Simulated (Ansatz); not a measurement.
A plane-wave run on GaSbTe2

input.yaml (Ansatz 0.2.0)

```yaml
crystal:
  lattice:
    - [0.0, 0.0, 6.894934]
    - [4.232877, -4.232877, 3.447467]
    - [4.232877, 4.232877, -3.447467]
  atoms:
    - { symbol: Ga, position: [0.75, 0.5, 0.5] }
    - { symbol: Ga, position: [0.25, 0.5, 0.5] }
    - { symbol: Te, position: [0.67, 0.5, 0.84] }
    - { symbol: Te, position: [0.17, 0.16, 0.5] }
    - { symbol: Te, position: [0.33, 0.5, 0.16] }
    - { symbol: Te, position: [0.83, 0.84, 0.5] }
    - { symbol: Sb, position: [0.25, 0.0, 0.0] }
    - { symbol: Sb, position: [0.75, 0.0, 0.0] }
  symmetry: { tolerance: 0.0003 }
kpoints:
  mp_grid: { grid: [6, 6, 6], shift: [0, 0, 0] }
  band_path:
    path:
      - [0.0, 0.0, 0.0]
      - [0.0, 0.0, 0.5]
      - [0.0, 0.5, 0.5]
      - [0.0, 0.0, 0.0]
      - [0.83166446, 0.41583223, -0.41583223]
      - [0.16833554, 0.58416777, 0.41583223]
      - [0.0, 0.5, 0.5]
      - [0.0, 0.0, 0.5]
      - [0.5, 0.25, 0.25]
      - [0.5, 0.5, 0.0]
      - [0.0, 0.0, 0.0]
    npoints: 6
magnetization:
  spin_polarized: false
scf:
  occupations: { method: fermi_dirac, width: 0.013 }
  lower_state_search: "off"
  max_iter: 200
hamiltonian:
  pseudopotentials: { kind: paw }
  xc: pbesol
basis:
  ecutwfc: 420
  fft_grid_basis: typed
output:
  forces: true
  stress: true
  eigenvalues: true
  bader: true
  populations: true
  elf: true
  write_potential: true
  volumetric_format: npy
  dos:
    e_range: [-12, 8]
    de: 0.05
    projected: { site_lists: { Ga: [Ga], Sb: [Sb], Te: [Te] } }
checkpoint:
  read: saved_state
```

The saved state is an earlier solution for the same cell, perhaps on another mesh. 

Excerpt of what it printed:

```
SCF iter   1: F=—  Δρ=1.19e-3  dr2=5.73e-3
SCF iter   2: F=—  Δρ=7.30e-4  dr2=2.38e-3
SCF iter   3: F=—  Δρ=1.55e-4  dr2=9.76e-5
SCF iter   4: F=—  Δρ=9.86e-5  dr2=3.06e-5
SCF iter   5: F=—  Δρ=3.06e-5  dr2=3.75e-6
SCF iter   6: F=—  Δρ=9.87e-6  dr2=3.13e-7
SCF iter   7: F=-47908.1768 eV  Δρ=2.70e-6  dr2=2.46e-8
Free energy (F): -47908.1768 eV
Harris-Foulkes:  -47908.1768 eV  (|F-HF|=1.37e-9)
Internal energy: -47908.1728 eV  (E = F + TS)
E sigma→0 (E₀):  -47908.1748 eV
Entropy (-TS):   -0.0040 eV (-0.495 meV/atom)
Fermi energy:    8.3026 eV
--- Per-component energies (eV) ---
  E_band       = -1575.5241
  E_kinetic    = 1359.9931
  E_local      = -12595.9032  (includes V_loc(G=0)·N_el)
  E_nonlocal   = 344.1742
  E_hartree    = 6679.4771
  E_xc         = -901.1154
  E_vxc        = -720.0085  (∫ρ·V_xc dr)
  E_paw        = -31231.8883  (= ΣΔE_a)
  E_vpaw       = -3322.7287  (= ΣTr[D̂ρ^β])
  E_aug_tail   = -0.0010  (compensation charges beyond the density's cutoff)
  E_ewald      = -11566.7982
  E_core_change = 3.8889  (= ΣΔE_core)
  E_smearing   = -0.0040  (= −TS)
--- Forces (eV/Å), atoms counted from 1 ---
  atom   1  Ga     0.0000     0.0000     0.0000
  atom   2  Ga     0.0000     0.0000     0.0000
  atom   3  Te     0.3309     0.3309     0.0000
  atom   4  Te    -0.3309     0.3309     0.0000
  atom   5  Te    -0.3309    -0.3309     0.0000
  atom   6  Te     0.3309    -0.3309     0.0000
  atom   7  Sb     0.0000     0.0000     0.0000
  atom   8  Sb     0.0000     0.0000     0.0000
--- Stress (GPa, compression-positive) ---
       -3.1142       0.0000       0.0000
        0.0000      -3.1142       0.0000
        0.0000       0.0000      -4.0171
  P = ⅓ Tr σ = -3.4152 GPa (-34.152 kbar)
--- Löwdin populations: 8 sites ---
  site symbol       q [e]
     0     Ga     13.1931
     1     Ga     13.1931
     2     Te     15.8783
     3     Te     15.8783
     4     Te     15.8783
     5     Te     15.8783
     6     Sb     14.8960
     7     Sb     14.8960
  spilling = 0.0026 (of n_electrons = 120.0000)
--- Bader charges: 8 sites ---
  site symbol  charge [e]  shift [e]
     0     Ga      0.5388     0.0004
     1     Ga      0.5388     0.0004
     2     Te     -0.3737     0.0002
     3     Te     -0.3737     0.0002
     4     Te     -0.3737     0.0002
     5     Te     -0.3737     0.0002
     6     Sb      0.2087     0.0000
     7     Sb      0.2086     0.0000
```

Origin: a known structure type with other elements, at an estimated volume, so it need not be a known compound.
